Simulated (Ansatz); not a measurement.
**K2SnSe2O8: relaxation (Ansatz)**

Launch command:

```bash
ansatz run input.yaml --threads 2 --pin off --max-ram 3584MiB --backend cpu --events-out ev --progress --plain --runs-dir out
```

Input:

```yaml
crystal:
  lattice:
    - [2.766509, 4.791732, 0.0]
    - [-2.766509, 4.791732, 0.0]
    - [0.0, -3.194485, 7.000239]
  atoms:
    - { symbol: K, position: [0.79833, 0.79834, 0.395] }
    - { symbol: K, position: [0.20167, 0.20166, 0.605] }
    - { symbol: Sn, position: [0.0, 0.0, 0.0] }
    - { symbol: Se, position: [0.4033, 0.4033, 0.2099] }
    - { symbol: Se, position: [0.5967, 0.5967, 0.7901] }
    - { symbol: O, position: [0.333, 0.333, 0.999] }
    - { symbol: O, position: [0.667, 0.667, 0.001] }
    - { symbol: O, position: [0.723, 0.279, 0.281] }
    - { symbol: O, position: [0.279, 0.723, 0.281] }
    - { symbol: O, position: [0.279, 0.279, 0.281] }
    - { symbol: O, position: [0.721, 0.721, 0.719] }
    - { symbol: O, position: [0.721, 0.277, 0.719] }
    - { symbol: O, position: [0.277, 0.721, 0.719] }
  symmetry: { tolerance: 0.0003 }
kpoints:
  mp_grid: { grid: [5, 5, 5], shift: [0, 0, 0] }
magnetization:
  spin_polarized: false
scf:
  occupations: { method: fermi_dirac }
  lower_state_search: "off"
hamiltonian:
  pseudopotentials: { kind: paw }
  xc: r2scan
basis:
  ecutwfc: 500
  fft_grid_basis: typed
relax:
  max_steps: 80
  cell: { p_target: 20.0 }
  f_tol: 0.03
output:
  forces: true
  stress: true
  eigenvalues: true
  populations: true
  elf: true
  write_potential: true
  volumetric_format: npy
  dos:
    e_range: [-12, 8]
    de: 0.05
    projected: { site_lists: { K: [K], O: [O], Se: [Se], Sn: [Sn] } }
  bader: false
checkpoint:
  read: saved_state
```

Origin of the cell: a known structure type with other elements, at an estimated volume, so it need not be a known compound.

The smearing width isn't typed, so it takes its default of 0.1 eV.

The saved state is a converged single point of the same cell.

Excerpt of the output:

```
Warning: the atoms were moved onto the symmetric positions of the space group found under crystal.symmetry.tolerance 3.0e-4 (fractional; no operation is sought that the atoms, as they stand i […]
Pseudopotentials: kind: paw
Pseudopotential: K, paw, valence charge 9, recommended cutoff 500 eV (meta_gga), K.paw.azcp
Pseudopotential: Sn, paw, valence charge 14, recommended cutoff 500 eV (meta_gga), Sn.paw.azcp
Pseudopotential: Se, paw, valence charge 16, recommended cutoff 500 eV (meta_gga), Se.paw.azcp
Pseudopotential: O, paw, valence charge 6, recommended cutoff 500 eV (meta_gga), O.paw.azcp
Functional definition: r2SCAN
  exchange = r2scan_x(k0 = k0, k1 = k1, a1 = a1)
  correlation = r2scan_c
Crystal: 13 atoms, lattice volume = 185.596 Å³
Basis set: ecut = 500 eV, 4675 PW (Γ), exchange–correlation on 180×180×240 points (64 copies of the dense FFT grid, shifted against one another)
[… 17 lines left out …]
Initial density: read from a saved state, or passed on in memory by an earlier SCF of this step, an earlier step, the calling program or the single point that the run made first
Functional: x = r2scan, c = r2scan; τ floored in thin density (d = 2e-4 eV/Å³)
SCF iter   1: F=-24618.808455 eV  HF=-24618.804164 eV  Δρ=1.03e-3  dr2=8.00e-4  dr2_τ=7.71e-4
SCF iter   2: F=-24618.808836 eV  HF=-24618.808240 eV  Δρ=5.33e-4  dr2=1.84e-4  dr2_τ=1.82e-4
SCF iter   3: F=-24618.808877 eV  HF=-24618.808845 eV  Δρ=1.78e-4  dr2=4.04e-5  dr2_τ=1.48e-5
SCF iter   4: F=-24618.809056 eV  HF=-24618.809054 eV  Δρ=4.02e-5  dr2=2.65e-6  dr2_τ=5.31e-7
SCF iter   5: F=-24618.809056 eV  HF=-24618.809056 eV  Δρ=1.32e-5  dr2=1.21e-7  dr2_τ=9.83e-8
SCF iter   6: F=-24618.809056 eV  HF=-24618.809056 eV  Δρ=3.49e-6  dr2=1.24e-8  dr2_τ=5.35e-9
relax step   1: F+E_penalty+E_count = -24618.809056 eV  Δ(F+E_penalty+E_count) = +0.000e0 eV  max|allowed force component| = 1.185e1 eV/Å  Δτ_max = 0.0000 Å  P = +34.342 GPa  Ω = 185.596 Å³ […]
relax step   2: F+E_penalty+E_count = -24621.763317 eV  Δ(F+E_penalty+E_count) = -2.954e0 eV  max|allowed force component| = 4.833e0 eV/Å  Δτ_max = 0.1590 Å  P = +29.639 GPa  Ω = 160.478 Å³ […]
relax step   3: F+E_penalty+E_count = -24621.853727 eV  Δ(F+E_penalty+E_count) = -9.041e-2 eV  max|allowed force component| = 1.775e0 eV/Å  Δτ_max = 0.0683 Å  P = +26.838 GPa  Ω = 153.713 Å³ […]
relax step   4: F+E_penalty+E_count = -24622.322592 eV  Δ(F+E_penalty+E_count) = -4.689e-1 eV  max|allowed force component| = 4.308e-1 eV/Å  Δτ_max = 0.0156 Å  P = +20.829 GPa  Ω = 156.306 Å³ […]
relax step   5: F+E_penalty+E_count = -24622.318084 eV  Δ(F+E_penalty+E_count) = +4.507e-3 eV  max|allowed force component| = 2.458e-1 eV/Å  Δτ_max = 0.0147 Å  P = +19.988 GPa  Ω = 156.211 Å³ […]
relax step   6: F+E_penalty+E_count = -24622.301671 eV  Δ(F+E_penalty+E_count) = +1.641e-2 eV  max|allowed force component| = 8.832e-2 eV/Å  Δτ_max = 0.0144 Å  P = +20.068 GPa  Ω = 156.045 Å³ […]
relax step   7: F+E_penalty+E_count = -24622.313490 eV  Δ(F+E_penalty+E_count) = -1.182e-2 eV  max|allowed force component| = 1.138e-2 eV/Å  Δτ_max = 0.0029 Å  P = +19.995 GPa  Ω = 156.138 Å³ […]
relax step   8: F+E_penalty+E_count = -24622.297537 eV  Δ(F+E_penalty+E_count) = +1.595e-2 eV  max|allowed force component| = 1.207e-2 eV/Å  Δτ_max = 0.0000 Å  P = +20.024 GPa  Ω = 156.138 Å³  stress off target by 7.13e-2 GPa […]
relax step   9: F+E_penalty+E_count = -24622.295919 eV  Δ(F+E_penalty+E_count) = +1.618e-3 eV  max|allowed force component| = 1.600e-3 eV/Å  Δτ_max = 0.0009 Å  P = +20.002 GPa  Ω = 156.124 Å³ […]
relax step  10: F+E_penalty+E_count = -24622.295908 eV  Δ(F+E_penalty+E_count) = +1.058e-5 eV  max|allowed force component| = 1.596e-3 eV/Å  Δτ_max = 0.0000 Å  P = +20.002 GPa  Ω = 156.124 Å³  stress off target by 6.45e-3 GPa […]
SCF 10 converged in 4 iterations: F = -24622.295908 eV  dr2 = 2.28e-11
basis re-selected at this cell: Δ(F+E_penalty+E_count) = +1.058e-5 eV, ΔP = +0.000 GPa vs the last step (what re-selecting the basis moved, of the pressure what is left beyond the Pulay corre […]
SCF converged after 4 iterations
Free energy (F): -24622.295908 eV
Harris-Foulkes:  -24622.295908 eV  (|F-HF|=1.09e-11)
Internal energy: -24622.295908 eV  (E = F + TS)
E sigma→0 (E₀):  -24622.295908 eV
Entropy (-TS):   -0.000000 eV (-0.000 meV/atom)
Fermi energy:    10.922372 eV
--- Per-component energies (eV) ---
  E_band       = -1086.409757
  E_kinetic    = 2367.125685
  E_local      = -9552.779942  (includes V_loc(G=0)·N_el)
  E_nonlocal   = -791.179097
  E_hartree    = 4330.710200
  E_xc         = -1434.235503
  E_vxc        = -1547.144012  (∫ρ·V_xc dr)
  E_paw        = -10878.828018  (= ΣΔE_a)
  E_vpaw       = -318.842330  (= ΣTr[D̂ρ^β])
  E_aug_tail   = 0.007808  (compensation charges beyond the density's cutoff)
  E_vtau       = 94.981757  (kinetic-family band-sum trace: ∫τ·v_τ [+ j·A + Jᵃ·Aᵃ] dr)
  E_ewald      = -8659.674922
  E_core_change = -3.442118  (= ΣΔE_core)
  E_smearing   = -0.000000  (= −TS)
  Σ components = -24622.295908   (vs F -24622.295908, Δ=0.00e0)
--- Forces (eV/Å), atoms counted from 1 ---
  atom   1  K     -0.000000     0.000000     0.001099
  atom   2  K      0.000000    -0.000000    -0.001099
  atom   3  Sn     0.000000    -0.000000     0.000000
  atom   4  Se    -0.000000    -0.000000    -0.001596
  atom   5  Se     0.000000     0.000000     0.001596
  atom   6  O      0.000000     0.000000     0.000937
  atom   7  O     -0.000000    -0.000000    -0.000937
  atom   8  O     -0.000283    -0.000164     0.000323
  atom   9  O      0.000283    -0.000164     0.000323
  atom  10  O     -0.000000     0.000327     0.000323
  atom  11  O      0.000000    -0.000327    -0.000323
  atom  12  O     -0.000283     0.000164    -0.000323
  atom  13  O      0.000283     0.000164    -0.000323
  max |Σ_I F_I| component: 1.39e-17 eV/Å
--- Stress (GPa, compression-positive) ---
       20.000421      -0.000000      -0.000000
       -0.000000      20.000421       0.000000
       -0.000000       0.000000      20.006448
  P = ⅓ Tr σ = 20.0024 GPa (200.024 kbar)
--- Relaxed structure (8 steps of the walk, 8 accepted, 2 SCFs on fresh bases) ---
  F+E_penalty+E_count = -24622.295908 eV   max|allowed force component| = 1.596e-3 eV/Å   (the final SCF, on the basis selected at the relaxed cell)
  cell:  # Å, volume = 156.1245 Å³
    - [2.615912, 4.530893, -9.708e-7]
    - [-2.615912, 4.530893, -9.708e-7]
    - [0.0, -3.020594, 6.586187]
  atoms:
    - { symbol: K, position: [0.799960, 0.799960, 0.399881] }
    - { symbol: K, position: [0.200040, 0.200040, 0.600119] }
    - { symbol: Sn, position: [-1.036e-19, 2.309e-19, 0.0] }
    - { symbol: Se, position: [0.403731, 0.403731, 0.211193] }
    - { symbol: Se, position: [0.596269, 0.596269, 0.788807] }
    - { symbol: O, position: [0.321448, 0.321448, 0.964345] }
    - { symbol: O, position: [0.678552, 0.678552, 0.035655] }
    - { symbol: O, position: [0.768334, 0.263412, 0.295157] }
    - { symbol: O, position: [0.263412, 0.768334, 0.295157] }
    - { symbol: O, position: [0.263412, 0.263412, 0.295157] }
    - { symbol: O, position: [0.736588, 0.736588, 0.704843] }
    - { symbol: O, position: [0.736588, 0.231666, 0.704843] }
    - { symbol: O, position: [0.231666, 0.736588, 0.704843] }
--- Löwdin populations: 13 sites ---
  site symbol       q [e]
     0      K      8.1970
     1      K      8.1970
     2     Sn     12.9493
     3     Se     13.6362
     4     Se     13.6362
     5      O      6.8267
     6      O      6.8267
     7      O      6.8106
     8      O      6.8106
     9      O      6.8106
    10      O      6.8106
    11      O      6.8106
    12      O      6.8106
  spilling = 0.007741 (of n_electrons = 112.000000)
```

The starting structure.

Space group R-3m (No. 166); the run's cell has a = 5.533 Å, b = 5.533 Å, c = 7.695 Å, α = 111.07°, β = 111.07°, γ = 60.00°. Shortest distances: O–Se 1.48 Å, O–O 2.43 Å, O–Sn 2.65 Å, K–O 2.76 Å, K–Se 3.45 Å, Se–Sn 3.52 Å.

The relaxed structure.

Space group R-3m (No. 166); the run's cell has a = 5.232 Å, b = 5.232 Å, c = 7.246 Å, α = 111.16°, β = 111.16°, γ = 60.00°. Shortest distances: O–Se 1.62 Å, K–O 2.40 Å, O–Sn 2.45 Å, O–O 2.59 Å, K–Se 3.27 Å, K–K 3.30 Å.

```
Enthalpy lowered by     : 551.2 meV/atom
Volume change           : -15.88 %
Final pressure          : 20.00 GPa
Relaxation steps listed : 10
```

Caveats: the given cell is far from equilibrium, with atoms too close or a volume far off; the relaxation held the start's symmetry, so the end may be a saddle point.

Time: 2.9 min on 2 threads of Arm Neoverse V2, on a shared host, peak memory 1.2 GiB, from a saved density.
